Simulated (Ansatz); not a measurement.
Space group Pm-3m (No. 221). a = 4.189 Å, b = 4.189 Å, c = 4.189 Å, α = 90.00°, β = 90.00°, γ = 90.00°
| atom | site | symmetry | x | y | z |
| --- | --- | --- | --- | --- | --- |
| Sr | 1a | m-3m | 0.0000 | 0.0000 | 0.0000 |
| B | 6f | 4m.m | 0.5000 | 0.5000 | 0.2034 |

Equation of state of this SrB₆ structure (not necessarily the ground state), with shape and atoms relaxed at each volume where symmetry leaves them free. Method: DFT r2SCAN, scalar-relativistic, plane waves, PAW (Ansatz).

Plane waves to 500 eV, a k mesh through Γ of 8×8×8 on the computed 7-atom cell and Gaussian smearing (0.10 eV); no spin polarisation.

| V (Å³/atom) | E − E(largest V) (meV/atom) | P (GPa) | gap on mesh (eV) |
| --- | --- | --- | --- |
| 9.868 | 3.48 | 10.60 | 0.07 |
| 10.183 | -11.65 | 4.92 | 0.06 |
| 10.498 | -16.37 | 0.00 | 0.00 |
| 10.813 | -12.10 | -4.27 | 0.11 |
| 11.128 | 0.00 | -7.98 | 0.20 |

Q: Fit a third-order Birch–Murnaghan equation to E(V).

A: V0 = 10.50 Å³/atom, B0 = 152 GPa, B0' = 3.8.

Cost: 5 runs of about 1.9 core-minutes in all, on Arm Neoverse V2 (shared hosts).